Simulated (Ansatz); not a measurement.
## Notes on a calculation: Na (bcc)

Method: LDA, scalar-relativistic; no spin polarisation; PAW, 420 eV, Γ-centred 14×14×14 mesh, 0.05 eV Gaussian smearing; code Ansatz. The datasets are Ansatz's generated set soft_2.

The first cell:

```
CELL_PARAMETERS angstrom
-2.11500 2.11500 2.11500
2.11500 -2.11500 2.11500
2.11500 2.11500 -2.11500
ATOMIC_POSITIONS crystal
Na 0.00000 0.00000 0.00000
```

The steps in volume:

| run | level | k-mesh | kind | V (Å³/atom) | P (GPa) | E − E(final) (meV/atom) | gap on the mesh (eV) |
| --- | --- | --- | --- | --- | --- | --- | --- |
| 1 | LDA | 14×14×14 | fixed cell | 37.84 | -0.9 | 14.3 | metal |
| 2 | LDA | 14×14×14 | fixed cell | 37.61 | -0.9 | 13.0 | metal |
| 3 | LDA | 14×14×14 | fixed cell | 33.85 | -0.1 | 0.0 | metal |

At this volume the pressure is -0.15 GPa; it isn't quite the equilibrium of this level of theory.

The final structure (symmetry read at 0.01 Å). It takes space group Im-3m (No. 229, cubic). The conventional cell has a = 4.076 Å, b = 4.076 Å, c = 4.076 Å, α = 90.00°, β = 90.00°, γ = 90.00°. Around Na (site symmetry m-3m) lie 8 Na at 3.53 Å. (Neighbours are counted to 15 % beyond the shortest distance.)

- At the final geometry the gap, band path included, is zero (metallic).

**What lies behind the numbers.**

The calculation's cell holds 9 valence electrons, an odd number. Without magnetic order each band takes two, so one stays part-filled and the crystal must be a metal.
